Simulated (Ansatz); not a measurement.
Data:

Si:
```cif
data_Si2
_chemical_formula_sum 'Si2'
_space_group_name_H-M_alt 'P 1'
_space_group_IT_number 1
_cell_length_a 3.84954
_cell_length_b 3.84954
_cell_length_c 3.84954
_cell_angle_alpha 60.000
_cell_angle_beta 60.000
_cell_angle_gamma 60.000
loop_
_space_group_symop_operation_xyz
  'x, y, z'
loop_
_atom_site_label
_atom_site_type_symbol
_atom_site_fract_x
_atom_site_fract_y
_atom_site_fract_z
_atom_site_occupancy
Si1 Si 0.50000 0.50000 0.50000 1
Si2 Si 0.75000 0.75000 0.75000 1
```

This is the r²SCAN-relaxed structure.

Problem. All from r²SCAN (plane waves, PAW; program Ansatz), unless another level is named. Predict the band gap.

Solution. 0.77 eV (indirect).

Problem. And the smallest direct gap on the standard path?

Solution. 2.74 eV.

Problem. And the valence-band maximum?

Solution. at Γ.

Problem. What about the conduction-band minimum?

Solution. on the Γ–X line, 84 % of the way from Γ (6 equivalent valleys).

Space group Fd-3m (diamond). The cell was relaxed with r²SCAN under the symmetry of its start.

Potentials: the earlier of the program's two PAW sets.
